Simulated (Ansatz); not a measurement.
# AlIr: from a starting cell to a relaxed one

The relaxed structure here is a generated cell of AlIr: the first start was made by placing the elements on the sites of a structure type, and the end was not matched to a known phase here, so it may be hypothetical.

The start is a generated cell, AlIr built in the AFLOW prototype AB_oI4_44_a_b (as in GaAs). The structure is fully relaxed (lattice and positions, P = 0) with PBEsol (plane waves to 420 eV, PAW, scalar-relativistic; Ansatz, a quantum-chemistry and plane-wave program). The first steps use a coarse 15×15×15 k-mesh.

Input geometry:
```
AlIr
1.0
   -2.28185     2.34378     1.25525
    2.28185    -2.34378     1.25525
    2.28185     2.34378    -1.25525
Ir Al
1 1
Direct
  0.00000   0.00000   0.00000
  0.57500   0.07500   0.50000
```

Question: How large is the pressure on the unrelaxed cell, and of which sign?

Answer: +32.6 GPa (positive: the cell is compressed).

Question: What symmetry does the relaxed structure have?

Answer: The space group goes from Imm2 (No. 44) to Immm (No. 71), with 2 atoms in the primitive cell.

Question: How do the shortest distances between atoms change?

Answer: The closest pairs of elements (up to four, under 3.6 Å), start → end: Al–Ir 2.35 → 2.51 Å; Ir–Ir 2.51 → 2.88 Å; Al–Al 2.51 → 2.88 Å.

Question: Write out the relaxed structure.

Answer: 
Space group Immm (No. 71); a = 2.8815 Å, b = 4.1677 Å, c = 5.0273 Å, α = β = γ = 90.00°

```json
[
 {"atom": "Ir", "site": "2b", "symmetry": "mmm", "x": "0.5000", "y": "0.0000", "z": "0.0000"},
 {"atom": "Al", "site": "2d", "symmetry": "mmm", "x": "0.0000", "y": "0.5000", "z": "0.0000"}
]
```
(The calculation used a cell of 2 atoms; values per cell refer to that cell.)

Final values are on a 19×19×19 k-mesh of the relaxed cell. No spin polarisation in the result.

The run could not lower the symmetry of its start; a shaken copy of this end point relaxes with PBEsol to Pm-3m (No. 221), 0.75 eV/atom lower.
